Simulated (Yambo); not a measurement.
Absorption of Rb$_{2}$NaYF$_{6}$ (space group Fm-3m, No. 225) with and without the electron-hole interaction (Yambo, LDA bands; 4×4×4 mesh, 18 valence and 10 conduction bands, static screening with 107 bands and a 3 Ry block, scissor 4.00 eV, Tamm-Dancoff; field along x).

| E (eV) | Im ε, BSE | Im ε, independent quasiparticles |
|---|---|---|
| 7.75 | 0.09 | 0.01 |
| 7.85 | 0.11 | 0.01 |
| 7.95 | 0.12 | 0.01 |
| 8.05 | 0.15 | 0.01 |
| 8.15 | 0.18 | 0.01 |
| 8.25 | 0.22 | 0.02 |
| 8.35 | 0.29 | 0.02 |
| 8.45 | 0.39 | 0.02 |
| 8.55 | 0.56 | 0.02 |
| 8.65 | 0.87 | 0.02 |
| 8.75 | 1.49 | 0.02 |
| 8.85 | 2.80 | 0.02 |
| 8.95 | 4.23 | 0.02 |
| 9.05 | 3.23 | 0.02 |
| 9.15 | 1.91 | 0.03 |
| 9.25 | 1.29 | 0.03 |
| 9.35 | 1.13 | 0.03 |
| 9.45 | 1.19 | 0.03 |
| 9.55 | 1.19 | 0.04 |
| 9.65 | 1.43 | 0.04 |
| 9.75 | 1.62 | 0.04 |
| 9.85 | 1.41 | 0.05 |
| 9.95 | 1.26 | 0.06 |
| 10.05 | 1.49 | 0.08 |
| 10.15 | 2.30 | 0.10 |
| 10.25 | 3.05 | 0.14 |
| 10.35 | 2.52 | 0.15 |
| 10.45 | 1.96 | 0.14 |
| 10.55 | 1.98 | 0.15 |
| 10.65 | 1.81 | 0.20 |
| 10.75 | 1.43 | 0.29 |
| 10.85 | 1.08 | 0.46 |
| 10.95 | 0.96 | 0.61 |
| 11.05 | 0.82 | 0.61 |
| 11.15 | 0.81 | 0.61 |
| 11.25 | 0.96 | 0.53 |
| 11.35 | 1.09 | 0.46 |
| 11.45 | 1.21 | 0.41 |
| 11.55 | 0.99 | 0.41 |
| 11.65 | 0.86 | 0.47 |
| 11.75 | 0.72 | 0.57 |
| 11.85 | 0.63 | 0.66 |
| 11.95 | 0.63 | 0.77 |
| 12.05 | 0.57 | 0.90 |
| 12.15 | 0.62 | 1.18 |
| 12.25 | 0.64 | 1.48 |
| 12.35 | 0.50 | 1.79 |
| 12.45 | 0.44 | 2.28 |
| 12.55 | 0.41 | 2.73 |
| 12.65 | 0.41 | 2.93 |
| 12.75 | 0.46 | 2.69 |
| 12.85 | 0.42 | 2.25 |
| 12.95 | 0.42 | 1.93 |
| 13.05 | 0.45 | 1.78 |
| 13.15 | 0.42 | 1.70 |
| 13.25 | 0.46 | 1.80 |
| 13.35 | 0.43 | 2.01 |
| 13.45 | 0.41 | 2.14 |
| 13.55 | 0.38 | 2.25 |
| 13.65 | 0.33 | 2.36 |
| 13.75 | 0.35 | 2.23 |
| 13.85 | 0.32 | 2.03 |
| 13.95 | 0.28 | 1.82 |
| 14.05 | 0.27 | 1.70 |
| 14.15 | 0.23 | 1.61 |
| 14.25 | 0.23 | 1.53 |
| 14.35 | 0.22 | 1.43 |
| 14.45 | 0.22 | 1.27 |
| 14.55 | 0.21 | 1.06 |
| 14.65 | 0.22 | 0.92 |

The scissor comes from a G0W0 run whose convergence isn't established. Broadening 0.15 eV. The band window holds all transitions up to 15.1 eV. Fine structure above the onset can come from the mesh.

Geometry of the Materials Project entry, not relaxed at this level; primitive cell a = 6.383 Å, b = 6.383 Å, c = 6.383 Å, α = 60.00°, β = 60.00°, γ = 60.00°.
